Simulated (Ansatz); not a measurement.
HfGe₂ in space group P4/mmm (No. 123; Ge on 2f, Hf on 1b) at seven volumes, DFT-PBE in the program Ansatz with PAW potentials, shape and atoms relaxed at each. One row is withheld.

```tsv
V (Å³/atom)	P (GPa)
20.356	8.86
21.027	?
21.699	2.49
22.370	0.06
23.041	-2.18
23.712	-3.93
24.383	-5.53
```

Question: Fit the shown pressures and predict the withheld one.

Answer: P = (3/2)B₀(x^(7/2) − x^(5/2))[1 + (3/4)(B′ − 4)(x − 1)] with x = (V₀/V)^(2/3). Least squares on the six rows gives V₀ = 22.373 Å³/atom, B₀ = 76.9 GPa, B′ = 4.19. At V = 21.027, x = 1.0422 and P = 5.43 GPa. The run itself gave 5.42 GPa.

The cell is a constructed one: a structure type filled with these elements; neither database checked (COD, Materials Project) lists it. COD files the formula under space group No. 63, so this cell is another polymorph or a model. Whether it is the stable phase at ambient conditions was not checked. The cell keeps a stress of up to 0.3 GPa. The PBE relaxation kept the symmetry of its start; whether a distortion lowers the energy is not shown. The run is not spin-polarised. Scalar-relativistic: spin–orbit coupling is off unless named, which matters more the heavier the elements.

Potentials: the later of the program's two PAW sets.
